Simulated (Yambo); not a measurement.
Yambo run on a free-standing CaI2 monolayer (symmetry P-3m1, slab cell 16.5 Å high). The wavefunctions are PBEsol (pw.x of Quantum ESPRESSO, ONCV potentials, with spin-orbit coupling) ones on a 6×6×1 mesh (24 occupied bands); a = b = 4.436 Å, c = 16.500 Å, α = β = 90.00°, γ = 120.00°.

Yambo input:

```
rim_cut
HF_and_locXC
RandQpts= 1000000
RandGvec= 2 Ry
CUTGeo= "slab z"
EXXRLvcs= 70 Ry
VXCRLvcs= 280 Ry
% QPkrange
 1 | 1 | 24 | 25 |
 3 | 3 | 22 | 26 |
 4 | 4 | 24 | 25 |
 7 | 7 | 24 | 25 |
%
```

k points by index: 1 = Γ, 3 = (0, 0.333), 4 = M, 7 = K.

Table of the .hf output:

```
#    K-point    Band    Eo [eV]    Ehf [eV]    Vxc [eV]    Vnlxc [eV]
#
    1    24    0.000000    -2.753551    -11.37521    -14.12876
    1    25    4.150045    9.237731    -9.926952    -4.839266
    3    22    -0.892141    -3.938414    -10.96050    -14.00677
    3    23    -0.532958    -3.476737    -11.01537    -13.95915
    3    24    -0.532958    -3.476737    -11.01537    -13.95915
    3    25    3.558145    8.840805    -10.72553    -5.442871
    3    26    3.558145    8.840805    -10.72553    -5.442871
    4    24    -0.814629    -3.928755    -10.86238    -13.97651
    4    25    3.394659    8.533783    -10.55137    -5.412247
    7    24    -0.952517    -4.062738    -10.82972    -13.93994
    7    25    4.565353    10.76514    -12.07562    -5.875825
```
Exchange alone, without screening.

Geometry relaxed with PBEsol.

This is a model layer cut from the bulk structure; whether it is stable on its own was not checked.
